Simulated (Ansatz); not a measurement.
Starting cell, SiO2 (rutile):

```
SiO2
1.0
    4.23616     0.00000     0.00000
    0.00000     4.23616     0.00000
    0.00000     0.00000     2.69045
Si O
2 4
Direct
  0.50000   0.50000   0.50000
  0.00000   0.00000   0.00000
  0.80699   0.80699   0.50000
  0.30699   0.69301   0.00000
  0.69301   0.30699   0.00000
  0.19301   0.19301   0.50000
```

In this cell atom 3 (O, nearest neighbour Si at 1.774 Å; its periodic images, 2.7 Å or more away, move with it) is moved by s along Cartesian z, unit vector (0.000, 0.000, 1.000); all other atoms and the cell stay fixed.

Level of theory: PBE (plane waves to 420 eV, PAW, scalar-relativistic; Ansatz, a first-principles code). k mesh 6×6×10 (Γ-centred), Fermi-Dirac smearing 0.05 eV. Energies are smeared free energies. SiO2 was relaxed with its symmetry unable to fall. The zero of ΔE is the undisplaced structure.

```csv
s (Å),ΔE (meV/cell)
-0.180,301
-0.144,193
-0.108,108
-0.072,48
-0.036,12
0.000,0
0.036,12
0.072,48
0.108,108
0.144,193
0.180,301
```

Question: What force constant k = d²E/ds² at s = 0 does the table give?

Answer: 19 eV/Å². It is the second difference of the nearest points, corrected with the next pair.

Question: With k = 18.53 eV/Å² from the forces, is the well harmonic out to s = 0.180 Å?

Answer: ½ks² = 300 meV/cell against the computed 301 meV/cell, so the well is close to harmonic there.

(A displaced cell: forces are minus the slopes of the energy, force constants its curvatures, and phonons follow from these.)
